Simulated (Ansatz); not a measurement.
Values for one crystal, relaxed and computed with r²SCAN (plane waves, PAW; program Ansatz); other levels are named.

| Quantity | Result |
|---|---|
| Volume per atom | 11.60 Å³ |
| Electronic character | metallic (no gap) |
| Formation energy from the elements (no fitted shifts) | 0.60 eV/atom |
| Bulk modulus (Birch–Murnaghan fit) | 200 GPa |
| Pressure derivative B′ | 4.0 |
| Density of states at the Fermi level | 0.80 states/eV per atom (mean over ±0.08 eV) |

Problem. Which compound is it?
(A) PdRhN2, R-3m (Rh on 3b, Pd on 3a, N on 6c)
(B) GeRh2, Pnma (Ge on 4c, Rh on 4c, Rh on 4c)
(C) SrSn2As2, R-3m (Sr on 3a, Sn on 6c, As on 6c)
(D) Ti2BiN, P6_3/mmc (Ti on 4f, Bi on 2c, N on 2a)

Solution. A, PdRhN2, R-3m (Rh on 3b, Pd on 3a, N on 6c)

The start of the workflow was typed in or built on a structure type; neither database checked (COD, Materials Project) lists it. Whether it is the stable phase at ambient conditions was not checked. Symmetry was held in the r²SCAN relaxation; its stability against distortions is not shown here. The workflow began spin-polarised and lost its moments. Its formation energy is positive at this level, so the cell may be metastable or incomplete. The references are the lowest solids computed at this level, not always the standard phases (solids in place of the gases). Scalar-relativistic: spin–orbit coupling is off unless named, which matters more the heavier the elements.

Potentials: the later of the program's two PAW sets.
